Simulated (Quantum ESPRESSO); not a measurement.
Inputs of pw.x and gipaw.x (a modified build of Quantum ESPRESSO, PBE) for SiO$_{2}$; the starting potential comes from an earlier run on another mesh:

```
&CONTROL
  calculation = 'scf'
  prefix = 'x'
  pseudo_dir = './pseudo'
  outdir = './out'
  tprnfor = .true.
/
&SYSTEM
  ibrav = 0
  nat = 9
  ntyp = 2
  ecutwfc = 45
  ecutrho = 180
  occupations = 'fixed'
  nbnd = 24
/
&ELECTRONS
  conv_thr = 1e-11
  startingpot = 'file'
/
ATOMIC_SPECIES
Si 28.085 Si.GGA_PBE-JTH.UPF
O 15.999 O.GGA_PBE-JTH.UPF
CELL_PARAMETERS angstrom
    4.964119752989     0.000000000000     0.000000000000
   -2.482059876495     4.299053813517     0.000000000000
    0.000000000000     0.000000000000     5.322674000000
ATOMIC_POSITIONS crystal
Si     0.532121533400     0.532121533400     0.000000000000
Si     0.467878466600     0.000000000000     0.333333333333
Si     0.000000000000     0.467878466600     0.666666666667
O      0.269750710300     0.412027129100     0.781508211300
O      0.587972870900     0.857723581200     0.114841544633
O      0.142276418800     0.730249289700     0.448174877967
O      0.412027129100     0.269750710300     0.218491788700
O      0.857723581200     0.587972870900     0.885158455367
O      0.730249289700     0.142276418800     0.551825122033
K_POINTS automatic
3 3 3 1 1 1
```

```
&INPUTGIPAW
  job = 'nmr'
  prefix = 'x'
  tmp_dir = './out/'
  restart_mode = 'from_scratch'
  pawproj(1) = .true.
  pawproj(2) = .true.
  use_nmr_macroscopic_shape = .false.
/
```

The cell was made here from a computed Materials Project entry: strained by -2 % along the unique axis and by +1 % across it, atoms relaxed (PBE without dispersion, pw.x of Quantum ESPRESSO, symmetry kept). The parent is SiO2 in P3₁21. Stability against distortions was not tested.

Question: Predict the shielding tensors that the run ends with.

Answer: 
```
     f-sum rule (should be   -44.4951):
           -44.4953         -0.0000          0.0000
            -0.0000        -44.4953          0.0000
             0.0000          0.0000        -44.4966

     Total NMR chemical shifts in ppm: ---------------------------------------
     (adopting the Simpson convention for anisotropy and asymmetry)-----------

     Atom  1  Si  pos: (  0.266061  0.460831  0.000000)  Total sigma:         434.97
           436.5347         -0.2728          6.9128
            -0.2728        436.2196         -3.9911
           -12.4110          7.1655        432.1410

     Si      1    anisotropy:     -6.68    eta:    0.5074

     Atom  2  Si  pos: (  0.467878  0.000000  0.357410)  Total sigma:         434.97
           436.0621         -0.0000         -0.0000
            -0.0000        436.6922          7.9822
            -0.0000        -14.3310        432.1410

     Si      2    anisotropy:     -6.68    eta:    0.5074

     Atom  3  Si  pos: ( -0.233939  0.405195  0.714819)  Total sigma:         434.97
           436.5347          0.2728         -6.9128
             0.2728        436.2196         -3.9911
            12.4110          7.1655        432.1410

     Si      3    anisotropy:     -6.68    eta:    0.5074

     Atom  4  O   pos: (  0.063737  0.356826  0.837956)  Total sigma:         209.33
           231.0296          1.0368         32.9332
             1.8615        185.2204          3.7762
            33.5297          5.0819        211.7528

     O       4    anisotropy:     70.30    eta:    0.1200

     Atom  5  O   pos: (  0.159111  0.742810  0.123136)  Total sigma:         209.33
           197.9277        -20.9729        -19.7369
           -20.1482        218.3223         26.6329
           -21.1659         26.4966        211.7528

     O       5    anisotropy:     70.30    eta:    0.1200

     Atom  6  O   pos: ( -0.222848  0.632414  0.480546)  Total sigma:         209.33
           195.4177         18.6991        -13.1963
            19.5237        220.8323        -30.4091
           -12.3638        -31.5785        211.7528

     O       6    anisotropy:     70.30    eta:    0.1200

     Atom  7  O   pos: (  0.277152  0.233611  0.234273)  Total sigma:         209.33
           195.4177        -18.6991         13.1963
           -19.5237        220.8323        -30.4091
            12.3638        -31.5785        211.7528

     O       7    anisotropy:     70.30    eta:    0.1200

     Atom  8  O   pos: (  0.563737  0.509199  0.949093)  Total sigma:         209.33
           231.0296         -1.0368        -32.9332
            -1.8615        185.2204          3.7762
           -33.5297          5.0819        211.7528

     O       8    anisotropy:     70.30    eta:    0.1200

     Atom  9  O   pos: (  0.659111  0.123215  0.591683)  Total sigma:         209.33
           197.9277         20.9729         19.7369
            20.1482        218.3223         26.6329
            21.1659         26.4966        211.7528

     O       9    anisotropy:     70.30    eta:    0.1200
```
The printed anisotropy is 3/2 (σ_33 − σ_iso) in the program's own order; the axes are left out here. Anisotropies that symmetry doesn't fix are less certain than the isotropic values. These are absolute shieldings with no macroscopic susceptibility term; δ = σ_ref − σ needs a reference computed alike. By our sweeps, such settings leave a few ppm in absolute σ. No d partial waves on Si: the paramagnetic term there is incompletely reconstructed.
